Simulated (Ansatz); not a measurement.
**Frozen-phonon scan for CsPbCl3 (cubic perovskite)**

CsPbCl₃ (cubic perovskite)

```
CELL_PARAMETERS angstrom
     11.47130     0.00000     0.00000
      5.73565     5.73565     0.00000
      0.00000     0.00000     5.73565
ATOMIC_POSITIONS crystal
  Cs 0.00000 0.00000 0.00000
  Cs 0.50000 0.00000 0.00000
  Pb 0.00000 0.50000 0.50000
  Pb 0.50000 0.50000 0.50000
  Cl 0.75000 0.50000 0.50000
  Cl 0.25000 0.50000 0.50000
  Cl 0.00000 0.50000 0.00000
  Cl 0.50000 0.50000 0.00000
  Cl 0.25000 0.00000 0.50000
  Cl 0.75000 0.00000 0.50000
```

The atoms are displaced by Q × the pattern below (from a DFPT mode at M = (0.5, 0.5, 0.0), largest move 1; Q in Å), at fixed cell. (q is in reciprocal vectors of the primitive cell; the cell shown is doubled to hold the pattern.)

```
atom      x      y       z
----  -----  -----  ------
Pb3   0.000  0.000  -1.000
Pb4   0.000  0.000   1.000
Cl7   0.000  0.000  -0.831
Cl8   0.000  0.000   0.831
```

Atoms not listed stay in place.

Calculation: PBE (plane waves to 420 eV, PAW, scalar-relativistic; Ansatz, a quantum-chemistry and plane-wave program). k mesh 6×6×6 (Γ-centred), Fermi-Dirac smearing 0.05 eV. Energies are smeared free energies. CsPbCl3 was relaxed with its symmetry unable to fall. Spin-orbit coupling is left out, though Pb is heavy. The PAW data are Ansatz's earlier set. This is a high-temperature form of CsPbCl3. The zero of ΔE is the undisplaced structure.

| Q (Å) | ΔE (meV/cell) | −dE/dQ from forces (eV/Å) |
|---|---|---|
| -0.100 | 11.8 | 0.237 |
| -0.083 | 8.2 | 0.197 |
| -0.067 | 5.2 | 0.157 |
| -0.050 | 2.9 | 0.117 |
| -0.033 | 1.3 | 0.078 |
| -0.017 | 0.3 | 0.039 |
| 0.000 | 0.0 | 0.000 |
| 0.017 | 0.3 | -0.039 |
| 0.033 | 1.3 | -0.078 |
| 0.050 | 2.9 | -0.117 |
| 0.067 | 5.2 | -0.157 |
| 0.083 | 8.2 | -0.197 |
| 0.100 | 11.8 | -0.237 |

Key numbers:

```
Quantity                                                                                                             Result
-----------------------------------------------------------  --------------------------------------------------------------
Energy at Q = 0.100 Å                                                                                         11.8 meV/cell
Space group of the distorted cell                                                      P4/nmm (No. 129), lowered from Pm-3m
Symmetry of the curve                                                                         even: the same for both signs
Shape of the curve                                           a single well with its minimum at or next to zero displacement
Harmonic wavenumber from the curvature (finite differences)                                                         37 cm⁻¹
Wavenumber by perturbation theory (DFPT, on another k mesh)                                                         37 cm⁻¹
```

(A displaced cell: forces are minus the slopes of the energy, force constants its curvatures, and phonons follow from these.)
